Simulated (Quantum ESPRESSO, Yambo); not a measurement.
At a photon energy of 13.38 eV, RPA with local fields on PBEsol bands shifted by a G0W0 scissor of 4.98 eV (Quantum ESPRESSO and Yambo; 4×4×4 mesh, 146 bands, 3 Ry local-field block, 0.2 eV broadening) gives ε = 3.05 + 1.08i for Cs$_{2}$NaScF$_{6}$ (space group Fm-3m, No. 225), field along x.

**Question.** Work out n, κ, the normal-incidence reflectivity, the absorption coefficient and the penetration depth.

**Answer.** 
|ε| = 3.24; n = √((|ε| + ε1)/2) = 1.77, κ = √((|ε| − ε1)/2) = 0.30. R = ((n − 1)² + κ²)/((n + 1)² + κ²) = 0.09. α = 2Eκ/(ħc) with ħc = 197.327 eV nm: 0.0413 per nm = 4.1 × 10⁵ per cm, a 1/e depth of 24 nm. The computed direct gap is 11.83 eV, and the energy scale of the real crystal may differ from it. Excitonic effects are left out, and values at one energy depend on mesh and broadening. The scissor comes from a G0W0 run whose convergence isn't established. Convergence of the RPA response with its 4×4×4 mesh was not tested.

Geometry of the Materials Project entry, not relaxed at this level; primitive cell a = b = c = 6.3589 Å, α = β = γ = 60.00°.

The structure is a Materials Project entry; no match was found in the copy of COD used, and its stability was not checked.
